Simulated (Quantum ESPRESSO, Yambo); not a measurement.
# Levels of theory for the gap of CdZnS2

CdZnS2 (space group P-4m2, No. 115): one geometry, one set of PBEsol (pw.x of Quantum ESPRESSO, ONCV potentials, with spin-orbit coupling) orbitals, self-energies from Yambo (4×4×2 Γ-centred k mesh, bands 17 to 214 and a 6 Ry block in the screening, 214 bands in G with the Bruneval-Gonze terminator, plasmon pole fitted at 27.2 eV).

Cell and atoms were relaxed with PBEsol from Materials Project entry mp-971712, within its symmetry.

```json
[
 {"level": "PBEsol (Quantum ESPRESSO)", "gap Γ → Γ (eV)": "1.36", "rough Yambo cost": "–"},
 {"level": "exchange only (Hartree-Fock self-energy on PBEsol orbitals)", "gap Γ → Γ (eV)": "8.58", "rough Yambo cost": "about 1/9 (15 states)"},
 {"level": "static COHSEX@PBEsol", "gap Γ → Γ (eV)": "3.00", "rough Yambo cost": "within a factor of two (2 states)"},
 {"level": "G0W0@PBEsol, plasmon pole", "gap Γ → Γ (eV)": "2.58", "rough Yambo cost": "1 (15 states)"}
]
```

Bare exchange has no screening and gives the widest gap; static COHSEX screens it but leaves out the frequency dependence, which G0W0 restores.

Costs are rough ratios of core time on shared machines.

Nearest settings tried, and what they do to the gap: 148 bands in G: +3 meV; 148 bands in W, 148 bands in G: +50 meV; 5 Ry block (125 vectors against 145): -7 meV; 2×2×1 mesh: -328 meV. So the settings aren't converged at that level.

The structure is a Materials Project entry; no match was found in the copy of COD used, and its stability was not checked.
